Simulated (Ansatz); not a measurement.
SiSe2:
```yaml
crystal:
  lattice:
    - [-3.03926, 4.41210, 2.90359]
    - [3.03926, -4.41210, 2.90359]
    - [3.03926, 4.41210, -2.90359]
  atoms:
    - { symbol: Se, position: [0.86758, 0.78462, 0.65220] }
    - { symbol: Se, position: [0.36758, 0.71538, 0.08296] }
    - { symbol: Se, position: [0.63242, 0.28462, 0.91704] }
    - { symbol: Se, position: [0.13242, 0.21538, 0.34780] }
    - { symbol: Si, position: [0.75000, 0.75000, 0.00000] }
    - { symbol: Si, position: [0.25000, 0.25000, 0.00000] }
```

LDA (plane waves, PAW; program Ansatz) gives a gap of 1.36 eV without spin–orbit coupling, maximum on the Σ0–Γ line, 10 % of the way from Σ0, minimum at X.

Q: What happens when spin–orbit coupling is switched on?

A: The gap hardly moves, to 1.36 eV; maximum on the Σ0–Γ line, 10 % of the way from Σ0, minimum at X.

Q: Give the electron effective mass with spin–orbit coupling.

A: 0.38, 0.53, 0.67 mₑ (principal values).

Q: Give the hole effective mass with spin–orbit coupling.

A: 1.1, 1.1, 1.2 mₑ (principal values).

Space group Ibam. The LDA relaxation kept the symmetry of its start. A crystal of weakly bound chains computed without a dispersion correction: the cell and the soft elastic constants depend strongly on that.

Potentials: the later of the program's two PAW sets.
